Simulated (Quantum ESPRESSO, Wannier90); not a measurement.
## ZnHgTe₂ (P-4m2), plane waves to Wannier functions

```xyz
4
Lattice="4.4731 0.0000 0.0000 0.0000 4.4731 0.0000 0.0000 0.0000 6.3801" Properties=species:S:1:pos:R:3 pbc="T T T"
Zn     2.2365     2.2365     3.1900
Hg     0.0000     0.0000     0.0000
Te     0.0000     2.2365     1.7372
Te     2.2365     0.0000    -1.7372
```

Cell from Materials Project (mp-1215403), symmetrised, no further relaxation. Not found in the COD (Crystallography Open Database) copy used; not checked further. Method: PBEsol plane waves in Quantum ESPRESSO 7.5 (PseudoDojo norm-conserving files, 68 Ry, spinors with spin-orbit coupling), Bloch states on a 4×4×4 mesh through Γ, Wannier90 4.0.1. Density: 8×8×6 mesh, cold smearing 0.01 Ry. With spin-orbit coupling a semilocal functional can close or falsely invert a small gap; the band order was not checked against a better method. The gap is small at this level and was sampled on the meshes and a path alone.

Base run: 32 functions from bands 37-40,61-116 of the 116 computed, start hydrogen-like Zn: s;p; Hg: s;p; Te: s;p, centres 0.05 Å off the atoms, frozen window up to 1.59 eV relative to the valence-band maximum, outer window open. Bands 41–44 (Hg 5d 92 %), 45–54 (Zn 3d 94 %), 55–60 (Hg 5d 86 %, Te 5p 8 %) lie between the kept ones and are excluded. Rows change the key named; with other orbitals the number of functions and the frozen window follow, as listed; window edges are relative to the valence-band maximum. The misfit compares interpolated bands with pw.x on a high-symmetry path, for states up to 1.1 eV relative to the valence-band maximum. Converged means that the tolerances were met: symmetric starts can stop on a saddle, which shows as a larger Ω_OD at equal Ω_I and can move the misfit too.

Rows with other orbitals or bands describe another subspace, so their Ω_I can't be set against the base's. Runs that didn't settle are not listed.

| setting | orbitals | bands | functions | frozen to (eV) | Ω_I (Å²) | Ω_D (Å²) | Ω_OD (Å²) | rms misfit (meV) | worst (meV) | ended |
|---|---|---|---|---|---|---|---|---|---|---|
| base | Zn sp, Hg sp, Te sp | 37-40,61-116 | 32 | 1.59 | 66.55 | 0.05 | 8.20 | 8.6 | 75 | converged |
| num_iter = 0 (projection only), orbitals on the atoms | Zn sp, Hg sp, Te sp | 37-40,61-116 | 32 | 1.59 | 66.55 | 0.09 | 24.35 | 8.1 | 51 | no minimisation |
| start: atomic waves of the pseudopotential files | Zn 4s, Hg 6s, Te 5s, Te 5p | 37-40,61-116 | 20 | 1.59 | 55.88 | 0.12 | 4.92 | 11 | 117 | converged |
| atomic waves with projectability windows 0.01 and 0.95 | Zn 4s, Hg 6s, Te 5s, Te 5p | 37-40,61-116 | 20 | 1.59 | 56.74 | 0.13 | 5.08 | 11 | 90 | converged |
